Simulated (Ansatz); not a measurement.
Input and output of a single-point calculation on PtOS (Janus 1T monolayer) (the plane-wave code Ansatz, HSE06). The cell was relaxed with r2SCAN and then strained (in-plane biaxial +2.5 %), with the atoms relaxed again with r2SCAN; k points keep the names of the unstrained zone.

```yaml
crystal:
  lattice:
    - [3.4264874257, 0.0, 0.0]
    - [-1.7132437129, 2.9674251564, 0.0]
    - [0.0, 0.0, 29.1078253048]
  atoms:
    - { symbol: Pt, position: [0.0, 0.0, 0.3118285091] }
    - { symbol: O, position: [0.3333333333, 0.6666666667, 0.3433887756] }
    - { symbol: S, position: [0.6666666667, 0.3333333333, 0.2723683289] }
  periodic: [true, true, false]
kpoints:
  mp_grid: { grid: [6, 6, 1] }
  band_path:
    path:
      - [0.0, 0.0, 0.0]
      - [0.5, 0.0, 0.0]
      - [0.3333333333, 0.3333333333, 0.0]
      - [-0.005208, 0.171875, 0.0]
    npoints: 1
hamiltonian:
  xc: hse06
scf:
  occupations: { method: fixed }
  n_extra_bands: 4
output:
  forces: true
  stress: true
  eigenvalues: true
```

The output follows, shortened, with numbered blanks.
```
scf.n_extra_bands = 4 over 15 filled bands (N_el = 30.0): the run solves 19 bands
Pseudopotential: Pt, paw, valence charge 18, recommended cutoff 420 eV (normal)
Pseudopotential: O, paw, valence charge 6, recommended cutoff 420 eV (normal)
Pseudopotential: S, paw, valence charge 6, recommended cutoff 420 eV (normal)
Functional definition: HSE06
Crystal: 3 atoms, lattice volume = 295.964 Å³
Basis set: ecut = 420 eV, 5773 PW (Γ)
[1]
Exchange kernel: α = 0.2500, screened, ω = 0.2079 Å⁻¹, Wigner–Seitz truncation, v(0) = 1045.8079 eV·Å³, q-mesh 6×6×1
hybrid outer 1: dexx = +2.590e-2 eV, tail = 6.51e-5 eV
hybrid outer 2: dexx = +8.654e-7 eV, tail = 4.47e-8 eV, Δε = 1.30e-3 eV, ΔF = 1.04e-2 eV/Å
hybrid outer 3: dexx = +4.064e-9 eV, tail = 1.60e-10 eV, Δε = 1.48e-4 eV, ΔF = 1.89e-4 eV/Å
hybrid SCF converged: 3 outer / 24 inner (+6 warm-up)
Free energy (F): -13993.168987 eV
[2]
--- Forces (eV/Å), atoms counted from 1 ---
[3]
--- 2D stress c σ (N/m, compression-positive) ---
       -5.002649       0.000000       0.000000
        0.000000      -5.002649       0.000000
        0.000000       0.000000       0.000000
  P = ½ c Tr σ = -5.0026 N/m
--- Band table (eV; the first three rows and the last of 7) ---
[4]
```

The rows of the band table are 0: (0, 0, 0) = Γ, 1: (0, 1/6, 0), 2: (0, 1/3, 0), 6: (1/3, 1/3, 0) = K.

Q: Fill in the blanks. They hold the forces, the Fermi energy and the band table, the symmetry found.

A:
```
[1]
Symmetry: 6 space group operations
Space group: P3m1 (ITA 156)
[2]
Fermi energy:    -7.727815 eV
[3]
  atom   1  Pt      0.00000      0.00000      0.30113
  atom   2  O       0.00000      0.00000    -0.42736
  atom   3  S       0.00000      0.00000      0.12621
[4]
  k-point 0: bands = […, -11.0124, -11.0124, -8.9133, -8.5222, -8.5222, -8.1220, -3.0372, -3.0372, -1.7650, -0.7984]
  k-point 1: bands = […, -11.6287, -11.3415, -9.5330, -8.3954, -8.3854, -7.7495, -4.2503, -3.3525, -1.1377, -0.2188]
  k-point 2: bands = […, -11.7975, -11.4246, -9.8409, -8.9708, -8.9325, -8.0179, -4.8504, -3.4985, 0.0463, 0.8228]
  k-point 6: bands = […, -11.5652, -11.3534, -11.0496, -9.4059, -8.8767, -8.2665, -5.2311, -3.5243, 1.2661, 2.3185]
```
The trailing digits, and the zero of the energies, depend on the potentials and thresholds.

HSE06 gives an indirect gap of 2.50 eV, from Γ–K (0.50 of the way from Γ) to K; the least direct gap is 3.04 eV at K. The gap is the least over the mesh and the extra points. The mean in-plane stress at these positions is -5.0 N/m, compression counted positive. (The program warns that its thresholds are loose for a hybrid's stress.) The largest force is 0.43 eV/Å.

Command: `ansatz run input.yaml --threads 4 --pin off --max-ram 5529MiB --backend cpu --events-out ev --progress --plain --runs-dir out`. It took 82 s on 4 threads of Arm Neoverse V2, on a shared host; peak host memory 3.5 GiB.

No spin polarisation and no zero-point or thermal motion; the cell was built from a prototype and may be hypothetical.

No spin-orbit coupling is included; it can move band edges with weight on the heavy atoms by tenths of an eV.

The meshes of the hybrids are coarse, so their gaps aren't converged to the digits shown.
